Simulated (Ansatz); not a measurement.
AlN in space group Pm-3n (No. 223; Al on 6d, N on 6c), plane-wave PAW r²SCAN (Ansatz code). The conduction-band minimum lies at Γ, with 1 equivalent valley. Second derivatives d²E/dk² of the lowest band at one valley (eV·Å²), along Cartesian directions:

```tsv
direction	d²E/dk²
[100]	22.77
[010]	22.77
[001]	22.77
[110]	22.77
[101]	22.77
[011]	22.77
```

Problem. Find the principal effective masses, the density-of-states mass and the conductivity mass.

Solution. Off-diagonal terms follow from H_xy = H[110] − (H_xx + H_yy)/2, and m*/mₑ = 7.620 eV·Å² over each eigenvalue: 0.33, 0.33, 0.33. One valley's DOS mass (m₁m₂m₃)^(1/3) = 0.33, conductivity mass 3/(Σ 1/mᵢ) = 0.33 mₑ.

Problem. What effective density of states Nc follows at 300 K for parabolic valleys?

Solution. Nc = 2.509e19 × 1 × (0.33)^(3/2) ≈ 4.8e18 cm⁻³.

The start of the workflow was typed in or built on a structure type; neither database checked (COD, Materials Project) lists it. It is not the phase usual at ambient conditions (space group No. 186, 216). The r²SCAN relaxation kept the symmetry of its start; whether a distortion lowers the energy is not shown.

Potentials: the earlier of the program's two PAW sets.

Edges and masses are those of Kohn–Sham bands, whose gap is no quasiparticle gap.
